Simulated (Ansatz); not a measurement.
**Bands of LaZn**

```xyz
2
Lattice="3.7500 0.0000 0.0000 0.0000 3.7500 0.0000 0.0000 0.0000 3.7500" Properties=species:S:1:pos:R:3 pbc="T T T"
La    1.8750    1.8750    1.8750
Zn    0.0000    0.0000    0.0000
```

Atoms are numbered in the order listed.

The geometry is COD entry 9008827, unchecked; take it as a test cell.

Spin–orbit coupling is left out, though it moves levels of the heavy atoms by tenths of an eV or more.

Level of theory: Ansatz 0.2.0, DFT, LDA, all-electron LAPW, scalar-relativistic.

Numerical set-up: a Γ-centred 9×9×9 k mesh, Fermi–Dirac smearing of 0.05 eV, basis error target 1 meV/atom, no spin polarisation.

Points in fractions of the reciprocal vectors of this cell: Γ (0, 0, 0), X (0, 0.5, 0), M (0.5, 0.5, 0), R (0.5, 0.5, 0.5). The path joins them by straight lines in the order Γ–X–M–Γ–R–X–R–M; legs that retrace an earlier one aren't tabulated. Energies are in eV from the Fermi level.

Problem. Is there a gap?

Solution. none: with an odd electron count and no spin polarisation the bands can't all be full, a metal in this set-up (spin order or a larger cell could open a gap).

Problem. List the levels between -20 and 1.5 eV at the symmetry points.

Solution. 
Γ: -16.13 (×3), -7.09 (×2), -6.96 (×3), -6.09, -0.40 (×2)
X: -16.97, -16.06 (×2), -7.05, -6.96 (×2), -6.95, -6.92, -3.37, -2.56, 0.09, 1.14 (×2), 1.48
M: -16.81 (×2), -15.97, -7.08, -7.05, -7.03 (×2), -6.85, -4.27, 0.32, 0.48 (×2)
R: -16.70 (×3), -6.96 (×3), -6.84 (×2), -2.08 (×3), -1.73
